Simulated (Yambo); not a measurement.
A G0W0@PBEsol run in Yambo for GaN (zinc blende, space group F-43m, No. 216) under isotropic strain of -3 % on all lattice vectors (6×6×6 Γ-centred k mesh, 88 bands and a 14 Ry block in the screening, 88 bands in G with the Bruneval-Gonze terminator, plasmon pole fitted at 27.2 eV) gives these matrix elements, in eV, at the band edges (Γ → Γ):

| state | E0 | <Vxc> | <Σx> | <Σc(E0)> | Z |
|---|---|---|---|---|---|
| valence edge | 0.000 | -18.710 | -21.713 | 2.520 | 0.802 |
| conduction edge | 2.329 | -14.217 | -9.959 | -3.899 | 0.822 |

Question: Solve the linearised quasiparticle equation for both states, give the gap, and say how exchange and correlation each act on it.

Answer: E = E0 + Z(Σx + Σc − Vxc). Valence: 0.000 + 0.802 × (-21.713 + (2.520) − (-18.710)) = -0.39 eV. Conduction: 2.329 + 0.822 × (-9.959 + (-3.899) − (-14.217)) = 2.62 eV. The gap is 3.01 eV, against 2.33 eV in PBEsol. Replacing Vxc by bare exchange alone would open it by 7.26 eV; correlation takes back 6.42 eV of that, and Z scales what is left. Convergence of the G0W0 settings was not tested. Spin-orbit splittings are left out.

The standard potential for Ga keeps a d shell in the valence without the s and p states of that shell. In tests on such compounds this moved G0W0 gaps by up to about 0.9 eV, so absolute quasiparticle energies here are unreliable; differences between settings are what counts.

Geometry strained from the cell relaxed with PBEsol, atoms relaxed again; primitive cell a = 3.086 Å, b = 3.086 Å, c = 3.086 Å, α = 60.00°, β = 60.00°, γ = 60.00°.

This is not the ordinary phase of the substance; no match was found in the copy of COD used, and its stability was not checked.
